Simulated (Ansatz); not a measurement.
## CoO: do energies and stresses tell the same story?

Level of theory: Ansatz, DFT PBE+U, scalar-relativistic, plane waves, PAW.

Cutoff 420 eV; k points 12×12×12 on the computed 2-atom cell (Γ-centred); Gaussian smearing, width 0.02 eV; U_eff Co 3.32 eV on the d shells (Löwdin-orthogonalised atomic orbitals); collinear spin from starting moments 2.88 0.24 μB.

Relaxed cell: R-3m, a = 3.073 Å, b = 3.073 Å, c = 7.421 Å, α = 90.00°, β = 90.00°, γ = 120.00°, 2 atoms in the primitive cell.

Energies at zero smearing and pressures from the stress tensor, at volumes with shape and atoms relaxed:
```json
{"V (Å³/atom)": "8.904", "E − E(first) (meV/atom)": "0.00", "P (GPa)": "28.79"}
{"V (Å³/atom)": "9.207", "E − E(first) (meV/atom)": "-45.71", "P (GPa)": "19.73"}
{"V (Å³/atom)": "9.511", "E − E(first) (meV/atom)": "-75.62", "P (GPa)": "12.05"}
{"V (Å³/atom)": "9.814", "E − E(first) (meV/atom)": "-92.12", "P (GPa)": "5.55"}
{"V (Å³/atom)": "10.118", "E − E(first) (meV/atom)": "-97.27", "P (GPa)": "0.03"}
{"V (Å³/atom)": "10.421", "E − E(first) (meV/atom)": "-92.77", "P (GPa)": "-4.66"}
{"V (Å³/atom)": "10.725", "E − E(first) (meV/atom)": "-80.07", "P (GPa)": "-8.64"}
{"V (Å³/atom)": "11.129", "E − E(first) (meV/atom)": "-52.48", "P (GPa)": "-13.03"}
```

Task: Check P = −dE/dV between neighbouring volumes, and get the bulk modulus from the pressures alone.

Result: With 1 eV/Å³ = 160.2 GPa:
| middle V (Å³/atom) | −ΔE/ΔV (GPa) | mean P (GPa) |
| --- | --- | --- |
| 9.055 | 24.130 | 24.260 |
| 9.359 | 15.786 | 15.891 |
| 9.662 | 8.707 | 8.804 |
| 9.966 | 2.719 | 2.793 |
| 10.269 | -2.374 | -2.311 |
| 10.573 | -6.706 | -6.647 |
| 10.927 | -10.921 | -10.835 |

The two differ by 0.13 GPa at most. The mean of two end pressures misses the average over a step by about ΔV² P″/12, up to 0.12 GPa here; with that taken off 0.01 GPa remains. Around V = 10.118 Å³/atom, the two neighbours give B = −V ΔP/ΔV = 10.118 × 10.21 / 0.607 = 170.1 GPa, against B0 = 169.2 GPa from the Birch–Murnaghan fit of the energies.

The state reached may not be the lowest one. The cell holds one magnetic atom, so it can only be ferromagnetic; an antiferromagnetic order may lie lower.

Only this magnetic start was tried.